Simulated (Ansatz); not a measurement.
A geometry of Be away from equilibrium: step 3 of the relaxation of a relaxed Be cell, doubled along one cell vector, shaken by Gaussian noise of σ = 0.08 Å a coordinate. Computed with PBE (plane waves to 420 eV, PAW, scalar-relativistic; Ansatz, a program for electronic structure). Γ-centred k-mesh 6×11×15 on the run's cell (coarser than for final values), Fermi–Dirac smearing 0.05 eV. The plane waves were selected for a different cell earlier on the path.

```
CELL_PARAMETERS angstrom
      7.09695     0.08846     0.02609
     -1.73593     3.01543    -0.00138
      0.00804     0.00366     2.20322
ATOMIC_POSITIONS crystal
  Be 0.01746 0.02686 0.01820
  Be 0.48958 0.00216 0.98344
  Be 0.16707 0.67550 0.48003
  Be 0.67666 0.69085 0.29863
  Be 0.34551 0.35214 0.53479
  Be 0.83160 0.34228 0.67206
```

Question: What forces act on the atoms (eV/Å)?

Answer: 
```csv
atom,Fx,Fy,Fz
Be1,0.29,0.17,-0.08
Be2,-0.15,-0.17,0.15
Be3,-0.13,-0.08,-0.23
Be4,0.08,-0.03,-0.46
Be5,0.06,0.16,0.19
Be6,-0.15,-0.04,0.44
```

The path ends in P6₃/mmc (No. 194) (hcp (Mg type)). No spin polarisation in the result.

Of the parent cell (P6/mmm (No. 191)): it is a generated cell of Be: the first start was made by placing the elements on the sites of a structure type, and the end was not matched to a known phase here, so it may be hypothetical. Known forms of Be include space group No. 194.
